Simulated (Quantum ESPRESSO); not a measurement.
**NMR parameters of MgSe**

```xyz
2
Lattice="0.0000 2.7337 2.7337 2.7337 0.0000 2.7337 2.7337 2.7337 0.0000" Properties=species:S:1:pos:R:3 pbc="T T T"
Mg     0.0000     0.0000     0.0000
Se     2.7337     2.7337     2.7337
```
The geometry is a computed Materials Project entry, not a measured one. It is MgSe in Fm-3m; whether this form has been observed was not checked. Stability against distortions was not tested.

Computed: shieldings by PBE GIPAW (a modified build of Quantum ESPRESSO, JTH PAW datasets), 20 Ha, k-mesh 6×6×6 shifted, f-sum rule met within 0.011 %.

```tsv
site	site symmetry	σ_iso (ppm)
Mg (atom 1)	m-3m	568
Se (atom 2)	m-3m	1826
```

Shieldings are absolute and leave out the bulk-susceptibility term; a larger σ means a smaller chemical shift. In our sweeps, cutoffs and meshes of this size left a few ppm, and up to some 20 ppm on atoms from Zn on. Spin–orbit coupling is left out; its weight grows with the heaviest atom, Se here. The datasets of Mg, Se hold no d projectors, which limits absolute σ on these atoms. Static lattice: thermal averaging is not included.
